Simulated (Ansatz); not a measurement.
Computed with Ansatz, DFT PBE, scalar-relativistic, plane waves, PAW. All cells share a 420 eV cutoff and Γ-centred k meshes spaced at most about 0.3 Å⁻¹ (about 0.25 or finer for metals, 2π included). No spin polarisation in the final relaxations.

Temperature and zero-point effects are left out. All come from trial cells, and lower structures may exist.

Question: These unrelaxed guesses for In₃Se are each relaxed within their symmetry. Order them by the energy at which they end, lowest first.
A.

```
In Se
1.0
     4.39919    0.00000    0.00000
     0.00000    4.39919    0.00000
     0.00000    0.00000    5.15771
In Se
3 1
Direct
  0.50000 0.00000 0.48877
  0.00000 0.50000 0.48877
  0.00000 0.00000 0.36954
  0.50000 0.50000 0.31876
```

B.

```
In Se
1.0
     4.00295    0.00000    0.00000
    -2.00148    3.46666    0.00000
     0.00000    0.00000    8.42752
In Se
3 1
Direct
  0.00000 0.00000 0.32685
  0.00000 0.00000 0.67315
  0.66667 0.33333 0.50000
  0.00000 0.00000 0.00000
```

C.

```
In Se
1.0
     4.33220    0.00000    0.00000
    -2.16610    3.75179    0.00000
     0.00000    0.00000    7.17127
In Se
3 1
Direct
  0.00000 0.00000 0.50000
  0.33333 0.66667 0.37653
  0.66667 0.33333 0.62347
  0.00000 0.00000 0.00000
```

Answer: C (ends in P-3m1, 0 meV/atom), A (ends in P4mm, 44 meV/atom), B (ends in P-6m2, 0.32 eV/atom).

In P-3m1, P4mm, P-6m2 an odd number of electrons in the primitive cell allows no gap without spin; a larger cell or a magnetic state could open one. A magnetic state wasn't ruled out in cells without spin, among them P-6m2. Cells relaxed within their symmetry can be saddle points. Some types were kept out of the candidates beforehand, so the set may lack a known form.
